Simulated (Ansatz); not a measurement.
## K₂HgC₄N₄: do the settings matter for the field gradients?

Cell: an entry of the Crystallography Open Database (COD) whose atoms were relaxed with PBE, the cell held.

Space group Fd-3m:1 (No. 227); a = 12.7600 Å.

| site | Wyckoff | site symmetry | x | y | z |
| --- | --- | --- | --- | --- | --- |
| K | 16c | .-3m | 0.6250 | 0.6250 | 0.1250 |
| Hg | 8b | -43m | 0.0000 | 0.0000 | 0.5000 |
| C | 32e | .3m | 0.3487 | 0.3487 | 0.8487 |
| N | 32e | .3m | 0.4015 | 0.4015 | 0.9015 |

One atom of each set is listed; the run and its k-mesh use a cell of 22 atoms with edges of 9.02, 9.02, 9.02 Å.

Reference run. Computed with Ansatz: DFT, PBE, plane waves and PAW, scalar-relativistic, 420 eV cutoff, Γ-centred 5×5×5 k-points, Fermi–Dirac smearing 0.05 eV.

(1) The input is changed as follows: `scf.occupations.width`: 0.05 → 0.3; `basis.ecutwfc`: not typed → 700 eV. What happens to V_zz (10²¹ V/m²) and η?

## Answers

(1) 

```
site  V_zz reference  η reference  V_zz changed  η changed
   K           -2.14         0.00         -2.14       0.00
   C           -5.70         0.00         -5.74       0.00
   N           -8.20         0.00         -8.22       0.00
```

The largest change of V_zz is on C, from -5.70 to -5.74. In per cent, |V_zz| changes by 0 on K, +1 on C, 0 on N (all sites that start above 0.5). Sites without a gradient aren't listed. The gap of 5.8 eV is far wider than the smearing, so the levels stay full or empty whatever the smearing's form; with a small gap this would fail.

On the reference run: Without spin–orbit coupling the gradients at and beside Hg can be off by some per cent, at some sites by more. The database positions were far from equilibrium, so the relaxed structure may not be the compound's real one.
